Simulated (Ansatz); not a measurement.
## BiP (WC-type structure)

Method: PBEsol, scalar-relativistic; no spin polarisation; PAW, 420 eV, Γ-centred 10×10×8 mesh, 0.05 eV Gaussian smearing; code Ansatz. The datasets are Ansatz's generated set soft_2.

```
CELL_PARAMETERS angstrom
3.85036 0.00000 0.00000
-1.92518 3.33451 0.00000
0.00000 0.00000 3.74393
ATOMIC_POSITIONS crystal
Bi 0.00000 0.00000 0.00000
P 0.66667 0.33333 0.50000
```

The cell came from substitution into a structure type; whether the compound takes it is for experiment to say.

Task: Which orbitals carry the states at the Fermi level, and how many states are there?

Result: Within 0.1 eV of it: P 3p 66 %, Bi 6p 24 % (shares among the projected shells). The density of states at the Fermi level is about 0.95 states/eV per cell, averaged over 0.3 eV.

Density of states (tetrahedra, averaged over 0.3 eV; states/eV per cell of 2 atoms; energy in eV from the Fermi level; projections on Löwdin-orthogonalised atomic orbitals, summed over sites):

```csv
E,total,P 3p,Bi 6p,P 3s,Bi 6s
-5.50,0.04,0.02,0.02,0.00,0.00
-5.20,0.55,0.26,0.28,0.00,0.01
-4.90,0.99,0.48,0.47,0.02,0.01
-4.60,1.13,0.54,0.52,0.04,0.02
-4.30,1.18,0.56,0.52,0.05,0.03
-4.00,0.97,0.46,0.41,0.05,0.03
-3.70,1.06,0.51,0.43,0.06,0.04
-3.40,1.02,0.51,0.41,0.06,0.04
-3.10,1.10,0.56,0.43,0.05,0.04
-2.80,1.26,0.67,0.48,0.05,0.04
-2.50,1.42,0.77,0.52,0.06,0.05
-2.20,1.24,0.69,0.43,0.05,0.05
-1.90,1.18,0.68,0.39,0.05,0.04
-1.60,1.10,0.65,0.35,0.04,0.04
-1.30,1.21,0.74,0.36,0.04,0.04
-1.00,1.27,0.80,0.34,0.04,0.05
-0.70,1.34,0.88,0.32,0.05,0.07
-0.40,1.13,0.74,0.25,0.04,0.07
-0.10,1.02,0.67,0.23,0.03,0.07
0.20,0.69,0.41,0.20,0.01,0.05
0.50,0.47,0.16,0.26,0.01,0.01
0.80,0.64,0.21,0.36,0.03,0.01
1.10,0.95,0.32,0.49,0.05,0.01
1.40,1.25,0.39,0.64,0.10,0.02
1.70,1.58,0.44,0.83,0.15,0.04
2.00,0.97,0.25,0.55,0.07,0.02
2.30,0.86,0.23,0.50,0.04,0.01
2.60,1.36,0.42,0.73,0.05,0.01
2.90,1.58,0.54,0.80,0.05,0.01
3.20,1.38,0.48,0.67,0.03,0.01
3.50,1.21,0.43,0.57,0.02,0.01
3.80,1.07,0.39,0.48,0.02,0.01
4.10,1.80,0.59,0.77,0.03,0.01
4.40,2.10,0.66,0.86,0.02,0.01
4.70,0.97,0.32,0.38,0.01,0.00
5.00,0.56,0.20,0.23,0.01,0.00
```

No spin–orbit coupling, a notable omission for heavy elements. A displaced or strained copy of the relaxed cell lay 4.9 meV/atom lower, so the structure isn't a true minimum at this level, unless the mesh, which matters in a metal, makes it so.
